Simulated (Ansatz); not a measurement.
Starting cell, KI (rock salt):

```
KI
1.0
    0.00000     3.59063     3.59063
    3.59063     0.00000     3.59063
    3.59063     3.59063     0.00000
I K
1 1
Direct
  0.00000   0.00000   0.00000
  0.50000   0.50000   0.50000
```

In each cell atom 2 (K, nearest neighbour I at 3.591 Å; its periodic images, 5.1 Å or more away, move with it) moves by s·(0.707, 0.707, 0.000) (along Cartesian [110]), the rest being held.

All values below come from PBE (plane waves to 420 eV, PAW, scalar-relativistic; Ansatz, a first-principles code). k mesh 7×7×7 (Γ-centred), Fermi-Dirac smearing 0.05 eV. Energies are smeared free energies. Compression counts positive. F∥ is the force on the atom along that direction. KI was relaxed with its symmetry unable to fall. Spin-orbit coupling is left out, though I is heavy. The relaxed volume of KI is well above the measured one; the method has no dispersion term. The zero of ΔE is the undisplaced structure.

```csv
s (Å),ΔE (meV/cell),F∥ (eV/Å),P (GPa)
-0.720,258.3,…,1.78
-0.576,157.2,0.598,1.13
-0.432,84.6,…,0.63
-0.288,36.3,0.259,0.28
-0.144,8.9,0.124,0.07
0.000,0.0,0.000,0.00
0.144,8.9,-0.124,0.07
0.288,36.3,-0.259,0.28
0.432,84.6,…,0.63
0.576,157.2,-0.598,1.13
0.720,258.3,…,1.78
```

Some entries are withheld; supply them.


- -0.720, F∥ (eV/Å): 0.811
- -0.432, F∥ (eV/Å): 0.415
- 0.432, F∥ (eV/Å): -0.415
- 0.720, F∥ (eV/Å): -0.811

(For displaced atoms, the force is minus the slope of the energy, and its curvature is a force constant, which sets phonon frequencies.)
